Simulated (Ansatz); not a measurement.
La:
```
La
1.0
    3.32826     0.00000     0.00000
    0.00000     3.32826     0.00000
    0.00000     0.00000     3.32826
La
1
Direct
  0.00000   0.00000   0.00000
```

Relaxed with PBE. Special points in fractions of this cell's reciprocal vectors: Γ (0.000, 0.000, 0.000); X (0.000, 0.500, 0.000); M (0.500, 0.500, 0.000); R (0.500, 0.500, 0.500).

Question: List the band energies nearest the Fermi level at these points for the program Ansatz at the PBE with spin–orbit coupling level (PAW).

Answer: In eV from the Fermi level; about four levels below and three above (degenerate sets whole), none deeper than 8.9 eV; points with the same levels are listed once.

```
k                                below                          above
-  -----------------------------------  -----------------------------
Γ              -1.13 -1.13 -1.13 -1.13  1.73 1.73 1.75 1.75 1.75 1.75
X              -0.69 -0.69 -0.30 -0.30            0.85 0.85 1.31 1.31
M                          -2.44 -2.44            0.53 0.53 1.33 1.33
R  -1.13 -1.13 -1.13 -1.13 -1.05 -1.05  1.12 1.12 1.80 1.80 1.80 1.80
```

Space group Pm-3m (simple cubic). A made-up cell: these elements were put on the sites of a structure type; neither database checked (COD, Materials Project) lists it. It is not the phase usual at ambient conditions (space group No. 194). The cell was relaxed with PBE under the symmetry of its start; phonons on a q-mesh show weakly imaginary modes.

Potentials: the later of the program's two PAW sets.
